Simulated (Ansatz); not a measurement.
ZnCu2SnSe4 (kesterite type, space group I-4)

```xyz
8
Lattice="-2.8818 2.8818 5.7630 2.8818 -2.8818 5.7630 2.8818 2.8818 -5.7630" Properties=species:S:1:pos:R:3 pbc="T T T"
Cu     0.0000     0.0000     0.0000
Cu     0.0000     2.8818     2.8815
Zn     2.8818     0.0000     2.8815
Sn     0.0000     0.0000     5.7630
Se     1.4966     1.5502     4.2620
Se     1.3852     1.3316    -1.5010
Se     1.5502    -1.4966     7.2639
Se     1.3316     4.3785     1.5010
```

Equation-of-state scan: isotropic scaling of the cell above, V₀ being its volume. The atoms relax within the cell's symmetry.

All values below come from PBE (plane waves to 420 eV, PAW, scalar-relativistic; Ansatz, a quantum-chemistry and plane-wave program). k mesh 8×8×8 (Γ-centred), Fermi-Dirac smearing 0.05 eV. E stands for the smeared free energy. Compression counts positive. At this level the bands of ZnCu2SnSe4 touch or barely overlap. ZnCu2SnSe4 is run without spin polarisation. ZnCu2SnSe4 was relaxed with its symmetry unable to fall. ΔE is measured from the relaxed starting cell.

```tsv
V (Å³/atom)	P (GPa)	ΔE (meV/atom)
20.102	14.9	…
20.740	11.3	…
21.378	8.3	…
22.016	5.7	31
22.654	3.5	…
23.292	1.6	3
23.931	0.0	0
24.569	-1.4	3
25.207	-2.6	11
25.845	-3.6	23
26.483	-4.4	39
27.121	-5.2	…
27.759	-5.8	80
```

Problem. Some entries are withheld; supply them.

Solution. 
- 20.102, ΔE (meV/atom): 150
- 20.740, ΔE (meV/atom): 98
- 21.378, ΔE (meV/atom): 59
- 22.654, ΔE (meV/atom): 13
- 27.121, ΔE (meV/atom): 58

(Under strain, the slope of the energy per volume gives the stress and its curvature an elastic modulus.)
